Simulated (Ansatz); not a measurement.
Yb (fcc, Cu type)

```xyz
1
Lattice="0.0000 2.6113 2.6113 2.6113 0.0000 2.6113 2.6113 2.6113 0.0000" Properties=species:S:1:pos:R:3 pbc="T T T"
Yb     0.0000     0.0000     0.0000
```

The slice is a {100} plane (indices of the conventional cell) through the point (0.000, 0.000, 0.000) (fractional), spanned by u = [100] and v = [0 1 -1] in vectors of this cell: u (3.69 Å) and v (3.69 Å, at 90° to u). It covers one period; positions are fractions (u, v).

All values below come from PBE (plane waves to 420 eV, PAW, scalar-relativistic; Ansatz, a program for electronic structure). k mesh 15×15×15. Inside the PAW spheres the values are not all-electron values, and peaks at nuclei hang on which shells count as valence. The PAW data are Ansatz's earlier set. The relaxed volume of Yb is well below the measured one. Yb is run without spin polarisation. Yb was relaxed with its symmetry unable to fall. The filling of the f shell was not checked against other fillings, so treat energies with care.

What is the valence density on the shortest Yb–Yb line in this plane (3.69 Å), at its midpoint?

0.08 e/Å³.

What is the ELF at the midpoint of the shortest Yb–Yb line in this plane (3.69 Å)?

0.20.

Predict the map of the electron localisation function (ELF) on the slice.


```
|xxxxx99753100001110000135799xxxx|
|xxxx9997521000012100001257999xxx|
|xxxx9986420000122210000246899xxx|
|xx99997531000012221000013579999x|
|99999864210001233321000124689999|
|99987643100001234321000013467899|
|87765431000012344432100001345677|
|65543210000113455543110000123455|
|33221100000124556554210000011223|
|11100000001235566655321000000011|
|00000000112345666665432110000000|
|00000001123456677766543211000000|
|00000112345566777776655432110000|
|00011223455667777777665543221100|
|11122334556677777777766554332211|
|11222344566677777777766654432221|
|11122334556677777777766554332211|
|00011223455667777777665543221100|
|00000112345566777776655432110000|
|00000001123456677766543211000000|
|00000000112345666665432110000000|
|11100000001235566655321000000011|
|33221100000124556554210000011223|
|65543210000113455543110000123455|
|87765431000012344432100001345677|
|99987643100001234321000013467899|
|99999864210001233321000124689999|
|xx99997531000012221000013579999x|
|xxxx9986420000122210000246899xxx|
|xxxx9997521000012100001257999xxx|
|xxxxx99753100001110000135799xxxx|
|xxxxx99853100001110000135899xxxx|
```
Scale: ten equal steps from 0.08 (start of '0') to 0.76 (end of '9'), in the order '0123456789'. Values: electron localisation function (ELF). The map has 32 points along u (one character each, u = 0 at the left) and 32 along v (v = 0 in the bottom row). Points within 0.5 Å of a nucleus are blanked (x), as the pseudised field means little there.
